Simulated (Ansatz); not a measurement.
Nb₂AlB₂:
```cif
data_Al2B4Nb4
_chemical_formula_sum 'Al2 Nb4 B4'
_space_group_name_H-M_alt 'Cmmm'
_space_group_IT_number 65
_space_group_name_Hall '-C 2 2'
_cell_length_a 3.14537
_cell_length_b 11.62078
_cell_length_c 3.31037
_cell_angle_alpha 90.000
_cell_angle_beta 90.000
_cell_angle_gamma 90.000
loop_
_space_group_symop_operation_xyz
  'x, y, z'
  '-x, -y, -z'
  '-x, -y, z'
  'x, y, -z'
  'x, -y, -z'
  '-x, y, z'
  '-x, y, -z'
  'x, -y, z'
  'x+1/2, y+1/2, z'
  '-x+1/2, -y+1/2, -z'
  '-x+1/2, -y+1/2, z'
  'x+1/2, y+1/2, -z'
  'x+1/2, -y+1/2, -z'
  '-x+1/2, y+1/2, z'
  '-x+1/2, y+1/2, -z'
  'x+1/2, -y+1/2, z'
loop_
_atom_site_label
_atom_site_type_symbol
_atom_site_symmetry_multiplicity
_atom_site_Wyckoff_symbol
_atom_site_fract_x
_atom_site_fract_y
_atom_site_fract_z
_atom_site_occupancy
Al1 Al 2 a 0.00000 0.00000 0.00000 1
Nb1 Nb 4 j 0.50000 0.14203 0.50000 1
B1 B 4 i 0.00000 0.21042 0.00000 1
```
(The calculation used a cell of 5 atoms; values per cell refer to that cell.)

Relaxed with r²SCAN.

Problem. Which orbitals make up the states near the Fermi level in DFT-r²SCAN in the program Ansatz with PAW potentials?

Solution. Within 0.5 eV of the Fermi level: Nb 4d 81 %, B 2p 7 %, Al 3p 6 %. Projections are on Löwdin-orthogonalised atomic valence shells; empty p or d shells of many metals are not among them.

Problem. Tabulate the density of states.

Solution. States/eV per cell of 5 atoms, in 0.25 eV bins, energy from the Fermi level.

```csv
E (eV),total,Nb 4d,B 2p,Al 3p
-7.85,1.17,0.32,0.30,0.10
-7.60,0.96,0.26,0.23,0.08
-7.35,0.97,0.25,0.25,0.08
-7.10,0.76,0.19,0.22,0.06
-6.85,1.08,0.30,0.30,0.10
-6.60,1.54,0.48,0.44,0.13
-6.35,1.53,0.47,0.52,0.14
-6.10,1.35,0.42,0.51,0.10
-5.85,1.15,0.35,0.47,0.08
-5.60,1.03,0.30,0.44,0.08
-5.35,1.36,0.39,0.60,0.13
-5.10,2.36,0.75,1.06,0.22
-4.85,2.40,0.83,1.05,0.24
-4.60,2.81,1.05,1.22,0.25
-4.35,2.57,1.03,1.03,0.26
-4.10,2.49,1.08,0.96,0.22
-3.85,2.70,1.22,1.11,0.21
-3.60,2.11,1.04,0.64,0.32
-3.35,3.98,1.92,1.12,0.72
-3.10,4.39,2.28,0.99,0.88
-2.85,4.69,2.46,0.93,1.03
-2.60,3.00,1.80,0.52,0.52
-2.35,1.76,1.20,0.28,0.20
-2.10,1.73,1.24,0.28,0.15
-1.85,1.30,0.94,0.21,0.11
-1.60,0.97,0.70,0.15,0.09
-1.35,0.74,0.54,0.10,0.07
-1.10,0.74,0.57,0.09,0.06
-0.85,0.91,0.71,0.09,0.06
-0.60,1.96,1.62,0.15,0.11
-0.35,3.21,2.61,0.23,0.21
-0.10,3.50,2.80,0.25,0.23
0.15,3.51,2.79,0.24,0.19
0.40,2.75,2.24,0.19,0.15
0.65,2.15,1.68,0.20,0.12
0.90,1.50,1.14,0.18,0.08
1.15,1.32,1.01,0.16,0.08
1.40,0.84,0.65,0.09,0.07
1.65,1.24,0.96,0.14,0.09
1.90,1.37,1.04,0.17,0.10
2.15,1.97,1.41,0.23,0.13
2.40,2.45,1.54,0.31,0.17
2.65,2.95,1.89,0.38,0.21
2.90,3.11,2.09,0.37,0.21
3.15,3.46,2.42,0.40,0.19
3.40,3.31,2.37,0.41,0.18
3.65,3.65,2.44,0.50,0.22
3.90,3.06,1.83,0.50,0.20
4.15,3.06,1.83,0.56,0.20
4.40,2.88,1.53,0.63,0.17
4.65,2.06,0.89,0.48,0.14
```

The start of the workflow was typed in or built on a structure type; neither database checked (COD, Materials Project) lists it. Whether it is the stable phase at ambient conditions was not checked. Symmetry was held in the r²SCAN relaxation; whether a distortion lowers the energy is not shown. The run is not spin-polarised. Spin–orbit coupling is left out wherever it is not named.

Potentials: the later of the program's two PAW sets.
